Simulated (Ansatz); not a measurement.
MgS (rock salt)

```
CELL_PARAMETERS angstrom
      0.00000     5.22970     5.22970
      2.61485     0.00000     2.61485
      2.61485     2.61485     0.00000
ATOMIC_POSITIONS crystal
  S  0.00000 0.00000 0.00000
  S  0.50000 0.00000 0.00000
  Mg 0.25000 0.50000 0.50000
  Mg 0.75000 0.50000 0.50000
```

Scan: atom 2 (S, nearest neighbour Mg at 2.615 Å; its periodic images, 3.7 Å or more away, move with it) is displaced along Cartesian [111], direction (0.577, 0.577, 0.577) in Cartesian axes, by s. The other atoms stay.

The numbers are results of PBE (plane waves to 420 eV, PAW, scalar-relativistic; Ansatz, an electronic-structure program), not measurements. k mesh 9×9×9 (Γ-centred), Fermi-Dirac smearing 0.05 eV. F∥ is the force on the atom along that direction. MgS was relaxed with its symmetry unable to fall. 

```json
[
 {"s (Å)": "-0.260", "F∥ (eV/Å)": "0.882"},
 {"s (Å)": "-0.208", "F∥ (eV/Å)": "0.701"},
 {"s (Å)": "-0.156", "F∥ (eV/Å)": "0.523"},
 {"s (Å)": "-0.104", "F∥ (eV/Å)": "0.347"},
 {"s (Å)": "-0.052", "F∥ (eV/Å)": "0.173"},
 {"s (Å)": "0.000", "F∥ (eV/Å)": "0.000"},
 {"s (Å)": "0.052", "F∥ (eV/Å)": "-0.173"},
 {"s (Å)": "0.104", "F∥ (eV/Å)": "-0.347"},
 {"s (Å)": "0.156", "F∥ (eV/Å)": "-0.523"},
 {"s (Å)": "0.208", "F∥ (eV/Å)": "-0.701"},
 {"s (Å)": "0.260", "F∥ (eV/Å)": "-0.882"}
]
```

**Question.** What is the force constant k = d²E/ds² of this move at s = 0?

**Answer.** 3.32 eV/Å². The forces along the line at the two nearest points give (0.173 − (-0.173)) / (2·0.052) = 3.33 eV/Å²; the next pair corrects for the finite step.

(For displaced atoms, the force is minus the slope of the energy, and its curvature is a force constant, which sets phonon frequencies.)
